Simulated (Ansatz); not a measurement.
Data:

ZrPt3:
```cif
data_Pt6Zr2
_chemical_formula_sum 'Pt6 Zr2'
_space_group_name_H-M_alt 'P63/mmc'
_space_group_IT_number 194
_space_group_name_Hall '-P 6c 2c'
_cell_length_a 5.65401
_cell_length_b 5.65401
_cell_length_c 4.61745
_cell_angle_alpha 90.000
_cell_angle_beta 90.000
_cell_angle_gamma 120.000
loop_
_atom_site_label
_atom_site_type_symbol
_atom_site_symmetry_multiplicity
_atom_site_Wyckoff_symbol
_atom_site_fract_x
_atom_site_fract_y
_atom_site_fract_z
_atom_site_occupancy
Pt1 Pt 6 h 0.32812 0.16406 0.25000 1
Zr1 Zr 2 c 0.33333 0.66667 0.25000 1
```

This is the PBEsol-relaxed structure.

### Question
All from DFT-PBEsol in the program Ansatz with PAW potentials, unless another level is named. Predict the formation energy from the elements (no fitted shifts).

### Answer
-1.05 eV/atom.

### Question
And the density of states at the Fermi level?

### Answer
0.12 states/eV per atom (mean over ±0.08 eV).

Space group P6_3/mmc. The start of the workflow was typed in or built on a structure type; the Crystallography Open Database copy checked does not list it. COD files the formula under space group No. 221. Whether it is the stable phase at ambient conditions was not checked. Symmetry was held in the PBEsol relaxation; its stability against distortions is not shown here. The run is not spin-polarised. The references are the lowest solids computed at this level, not always the standard phases. Scalar-relativistic: spin–orbit coupling is off unless named, which matters more the heavier the elements.

Potentials: the earlier of the program's two PAW sets. The files were generated under PBE; for other functionals the program regenerates the frozen cores, and for LDA and PBEsol the local potential too.
